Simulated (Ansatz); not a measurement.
Data:

PbS (zinc blende, space group No. 216), a = b = c = 6.602 Å, α = β = γ = 90.00°; the cell used has 2 atoms.

This is the r²SCAN-relaxed structure.

Problem. All from DFT-r²SCAN in the program Ansatz with PAW potentials, unless another level is named. Estimate the formation energy from the elements (no fitted shifts).

Solution. -0.41 eV/atom.

Problem. Give the hole effective mass.

Solution. 0.62, 0.62, 0.73 mₑ (principal values).

Problem. Next, the HSE06 gap on the r²SCAN cell?

Solution. 1.29 eV.

Space group F-43m (zinc blende). The start of the workflow was typed in or built on a structure type; neither database checked (COD, Materials Project) lists it. It is not the phase usual at ambient conditions (space group No. 225). Symmetry was held in the r²SCAN relaxation. At this level the phase is mechanically unstable. The references are the lowest solids computed at this level, not always the standard phases. Spin–orbit coupling is left out wherever it is not named.

Potentials: the later of the program's two PAW sets.
